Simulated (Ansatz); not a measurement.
Ansatz input file:

```yaml
crystal:
  lattice:
    - [3.3905456516, 0.0, 0.0]
    - [0.0, 3.3905456516, 0.0]
    - [0.0, 0.0, 3.3905456516]
  atoms:
    - { symbol: Si, position: [0.0, 0.0, 0.0] }
    - { symbol: Ni, position: [0.0, 0.5, 0.5] }
    - { symbol: Ni, position: [0.5, 0.0, 0.5] }
    - { symbol: Ni, position: [0.5, 0.5, 0.0] }
basis:
  ecutwfc: 420
kpoints:
  mp_grid: { grid: [12, 12, 12] }
hamiltonian:
  xc: pbesol
scf:
  occupations: { method: gaussian, width: 0.1 }
output:
  forces: true
  stress: true
  eigenvalues: true
```

Command:
```bash
ansatz run input.yaml --threads 1 --pin off --max-ram 2560MiB --backend cpu --events-out ev --progress --plain --runs-dir out
```

These are results of Ansatz, DFT PBEsol, scalar-relativistic, plane waves, PAW, not measurements.

Part of what the program printed, abridged (final results; tables in files aren't shown):

```
SCF 1 converged in 7 iterations: F = -18038.411098 eV  dr2 = 5.40e-9
SCF converged after 7 iterations
Free energy (F): -18038.411098 eV
Harris-Foulkes:  -18038.411098 eV  (|F-HF|=2.40e-9)
Internal energy: -18038.401467 eV  (E = F + TS)
E sigma→0 (E₀):  -18038.406283 eV
Entropy (-TS):   -0.009631 eV (-2.408 meV/atom)
Fermi energy:    19.652223 eV
--- Per-component energies (eV) ---
  E_band       = -733.593578
  E_kinetic    = 906.514734
  E_local      = -11158.501445  (includes V_loc(G=0)·N_el)
  E_nonlocal   = 1932.480687
  E_hartree    = 4771.434752
  E_xc         = -316.381696
  E_vxc        = -385.795270  (∫ρ·V_xc dr)
  E_paw        = -5282.798551  (= ΣΔE_a)
  E_vpaw       = -1571.165329  (= ΣTr[D̂ρ^β])
  E_aug_tail   = 0.001738  (compensation charges beyond the density's cutoff)
  E_ewald      = -8891.775114
  E_core_change = 0.623427  (= ΣΔE_core)
  E_smearing   = -0.009631  (= −TS)
--- Forces (eV/Å), atoms counted from 1 ---
  atom   1  Si     0.00000000     0.00000000     0.00000000
  atom   2  Ni     0.00000000     0.00000000     0.00000000
  atom   3  Ni     0.00000000     0.00000000     0.00000000
  atom   4  Ni     0.00000000     0.00000000     0.00000000
--- Stress (GPa, compression-positive) ---
       17.153357       0.000000       0.000000
        0.000000      17.153357       0.000000
        0.000000       0.000000      17.153357
  P = ⅓ Tr σ = 17.1534 GPa (171.534 kbar)
--- Band table (eV; the first three rows and the last of 84) ---
  k-point 0: bands = ["-83.4610", "-83.4040", "-83.4040", "-44.1080", "-44.1080", "-44.1080", "-44.0177", "-44.0177", "-44.0177", "-43.8166", "-43.8166", "-43.8166", "6.8313", "14.0164", "14.8971", "14.8971", "15.4937", "15.4937", "15.4937", "17.8420", "17.8420", "17.8420", "18.5887", "18.5887", "18.5887", "18.9445", "18.9445", "19.3313", "19.6975", "19.6975", "19.6975", "25.4369", "26.4335", "26.4335", "30.8975"]
  k-point 1: bands = ["-83.4601", "-83.4048", "-83.4040", "-44.1060", "-44.1060", "-44.1052", "-44.0183", "-44.0183", "-44.0179", "-43.8198", "-43.8180", "-43.8180", "6.9203", "14.0432", "14.7824", "14.9629", "15.4906", "15.4906", "15.5212", "17.6530", "17.6530", "17.8108", "18.3160", "18.6869", "18.6869", "18.9464", "18.9571", "19.2911", "19.6976", "19.8609", "19.8609", "25.6085", "26.4032", "26.7098", "30.6158"]
  k-point 2: bands = ["-83.4576", "-83.4073", "-83.4039", "-44.1003", "-44.1003", "-44.0974", "-44.0202", "-44.0202", "-44.0184", "-43.8290", "-43.8218", "-43.8218", "7.1839", "13.9819", "14.5404", "15.1529", "15.4766", "15.4766", "15.6005", "17.3616", "17.3616", "17.7213", "17.8591", "18.6940", "18.6940", "18.8678", "18.9468", "19.1754", "19.6979", "20.3766", "20.3766", "25.7389", "26.3152", "27.6374", "29.6731"]
  k-point 83: bands = ["-83.4227", "-83.4227", "-83.4227", "-44.1367", "-44.1367", "-44.1367", "-44.0674", "-43.9395", "-43.9395", "-43.9395", "-43.7761", "-43.7761", "10.8945", "14.7295", "14.7295", "14.7295", "15.4732", "15.4732", "15.4732", "17.0677", "17.0677", "17.0677", "17.9617", "17.9617", "17.9617", "18.2091", "18.2091", "18.9106", "19.4242", "19.4242", "19.4242", "21.3549", "24.0831", "24.0831", "24.0831"]
```

The calculation finished and met its thresholds.

The run took 4.8 s on 1 thread of Oxide Virtual Turin-like Processor (Zen 5) (shared host), peak memory 0.4 GiB.